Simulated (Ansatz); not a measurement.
GaN:
```
GaN
1.0
    3.18312     0.00000     0.00000
   -1.59156     2.75666     0.00000
    0.00000     0.00000     5.18369
Ga N
2 2
Direct
  0.66667   0.33333   0.00099
  0.33333   0.66667   0.50099
  0.66667   0.33333   0.62421
  0.33333   0.66667   0.12421
```

Relaxed with r²SCAN.

Q: Give the Bader charges and basin volumes of the independent atoms, r²SCAN (plane waves, PAW; program Ansatz).

A: 

```
atom  Bader charge (e)  Bader volume (Å³)
----  ----------------  -----------------
Ga1              +1.66                9.2
N3               -1.66               13.5
```

Space group P6_3mc (wurtzite). The cell was relaxed with r²SCAN under the symmetry of its start.

Potentials: the later of the program's two PAW sets.
